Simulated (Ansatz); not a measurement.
MoS2 (3R-MoS2 type, space group R3m)

```
CELL_PARAMETERS angstrom
      1.57661     0.91026     5.99789
     -1.57661     0.91026     5.99789
      0.00000    -1.82051     5.99789
ATOMIC_POSITIONS crystal
  Mo 0.00002 0.00002 0.00002
  S  0.75353 0.75353 0.75353
  S  0.57975 0.57975 0.57975
```

Scan: atom 1 (Mo, nearest neighbour S at 2.399 Å; its periodic images, 3.2 Å or more away, move with it) is displaced along Cartesian [111], direction (0.577, 0.577, 0.577) in Cartesian axes, by s. The other atoms stay.

Calculation: PBE-D3(BJ) (plane waves to 420 eV, PAW, scalar-relativistic; Ansatz, a program for electronic structure). k mesh 10×10×10 (Γ-centred), Fermi-Dirac smearing 0.05 eV. The energy includes the smearing's −TS. MoS2 is run without spin polarisation. MoS2 was relaxed with its symmetry unable to fall. The PAW data are Ansatz's earlier set. This is one of several known forms of MoS2; the measured ambient cells at hand have space group No. 194. ΔE is measured from the undisplaced structure.

Problem. Predict the ΔE (eV/cell) at s (Å) = -0.240, -0.192, -0.096, 0.048, 0.096, 0.144, 0.192, 0.240.

Solution. 
| s (Å) | ΔE (eV/cell) |
|---|---|
| -0.240 | 0.675 |
| -0.192 | 0.433 |
| -0.096 | 0.109 |
| 0.048 | 0.027 |
| 0.096 | 0.110 |
| 0.144 | 0.248 |
| 0.192 | 0.443 |
| 0.240 | 0.697 |

(For displaced atoms, the force is minus the slope of the energy, and its curvature is a force constant, which sets phonon frequencies.)
